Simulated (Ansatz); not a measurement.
# Settings and field gradients in LiF with Cl replacing F

Cell: a supercell of LiF (rock salt type, Fm-3m) built from a structure deposited in the COD, with all atoms left at the host's positions.

Space group Fm-3m (No. 225); a = 12.0840 Å.

```
site  Wyckoff  site symmetry       x       y       z
 Li1      32f            .3m  0.3333  0.8333  0.8333
 Li2      24e           4m.m  0.5000  0.0000  0.8333
 Li6      48h           m.m2  0.8333  0.1667  0.0000
Li27       4a           m-3m  0.0000  0.5000  0.5000
  Cl       4b           m-3m  0.5000  0.0000  0.0000
 F29      48i           m.m2  0.6667  0.1667  0.0000
 F32      32f            .3m  0.8333  0.1667  0.1667
 F42      24e           4m.m  0.0000  0.5000  0.3333
```

One atom of each set is listed; the run and its k-mesh use a cell of 54 atoms with edges of 8.54, 8.54, 8.54 Å.

Reference run. The numbers come from a DFT calculation in Ansatz (PBE, plane waves and PAW, scalar-relativistic, 420 eV cutoff, Γ-centred 3×3×3 k-points, Fermi–Dirac smearing 0.01 eV).

It gives V_zz (10²¹ V/m²) F29 -0.28 (η 0.06), among others. Each of these runs changes the input as listed (caps on SCF iterations aside):

A. hamiltonian.xc: pbe → r2scan; basis.ecutrho_ratio: not typed → 8
B. crystal.symmetry: not typed → {detect: false}; scf.occupations.method: fermi_dirac → gaussian; scf.occupations.width: 0.01 → 0.1

**Question.** Which of these changes matter for the gradients?

**Answer.** 

| run | F29 V_zz (η) | largest change of a gradient tensor, all atoms | note |
| --- | --- | --- | --- |
| A | -0.37 (0.02) | 0.09 | converged; another functional; cutoff taken 500 eV |
| B | -0.28 (0.06) | 0.00 | converged |

Run A moves them most, on F29 (V_zz from -0.28 to -0.37).

Run A changes hamiltonian.xc, basis.ecutrho_ratio together, so the table can't tell their shares apart.

On the reference run: The defect repeats with the cell of 54 atoms, so it feels its images: sites between two images don't show the values beside a lone defect, and zeros or small values of η there can come from the images' arrangement. With these PAW files V_zz is typically within 2 to 3 % of all-electron values, but misses above 10 % occur on Li. The cell keeps the host's lattice, where the PBE pressure is 6 GPa. The neighbours have not yet relaxed around the defect (largest force 1.8 eV/Å), so a real crystal will differ.
